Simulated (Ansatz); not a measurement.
PbF₂: zone-centre modes under pressure

PbF₂, Fm-3m, a = 5.962 Å. The structure is a COD entry; whether it is the stable form wasn't checked. Ansatz: PBE+D3(BJ), PAW, 420 eV, Γ-centred 8×8×8 mesh on 3 atoms, fixed occupations; no spin polarisation. Cell and atoms are relaxed at each pressure with the symmetry kept; optical modes at Γ by linear response, in cm⁻¹, matched by rank (the highest 2 distinct ones), without the LO field.

```tsv
P (GPa)	V (Å³/atom)	ω1	ω2
0	17.664	105.9	244.4
5	16.611	?	?
11	15.694	170.9	297.9
22	14.512	211.3	336.4
```

Get each mode's Grüneisen parameter γ = −d ln ω/d ln V from the other rows and predict the missing frequencies.

ln(V/V0) = 0.0000, -0.0615, -0.1183, -0.1966; a line through ln(ω/ω0) of the 3 known rows gives ω1: γ = 3.556 (intercept 0.0165), predicted 134.0, computed 140.8; ω2: γ = 1.629 (intercept 0.0015), predicted 270.6, computed 271.5. The worst miss is 4.8 %: γ isn't constant over this range, and modes matched by rank may have crossed.

Spin–orbit coupling is left out, which can shift energies with elements as heavy as these.

Cost: 4 runs of about 5.5 core-minutes in all, on Arm Neoverse N1 (shared hosts).